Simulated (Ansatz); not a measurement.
An Ansatz (an electronic-structure program) input:

Ansatz 0.2 input:
```yaml
crystal:
  lattice:
    - [3.3726216254, 0.0, 0.0]
    - [-1.6863108127, 2.920776005, 0.0]
    - [0.0, 0.0, 5.7847675336]
  atoms:
    - { symbol: Mg, position: [0.0, 0.0, 0.0] }
    - { symbol: Al, position: [0.6666666667, 0.3333333333, 0.350525266] }
    - { symbol: Al, position: [0.3333333333, 0.6666666667, 0.649474734] }
    - { symbol: C, position: [0.3333333333, 0.6666666667, 0.2703443729] }
    - { symbol: C, position: [0.6666666667, 0.3333333333, 0.7296556271] }
kpoints:
  mp_grid: { grid: [8, 8, 4] }
hamiltonian:
  xc: r2scan
  pseudopotentials: { kind: paw }
scf:
  occupations: { method: fixed }
output:
  optics: { e_range: [0.0, 15.0], de: 0.05, sigma: 0.1, bands: { spectra_wanted_up_to: 12 eV } }
```

Problem. How many symmetry operations and irreducible k-points will the run report?

Solution. 12 operations, 35 of 256 k-points.

Problem. With a cutoff of 500 eV, how many plane waves at Γ?

Solution. 1461.

It took roughly 2.4 core-minutes on shared server cores.

Space group P-3m1. The workflow started from a Materials Project entry (that database holds measured and hypothetical structures alike); the Crystallography Open Database copy checked does not list it. Whether it is the stable phase at ambient conditions was not checked. The cell was relaxed with r²SCAN under the symmetry of its start; whether a distortion lowers the energy is not shown.

Potentials: the later of the program's two PAW sets.

Ansatz is a plane-wave DFT program.
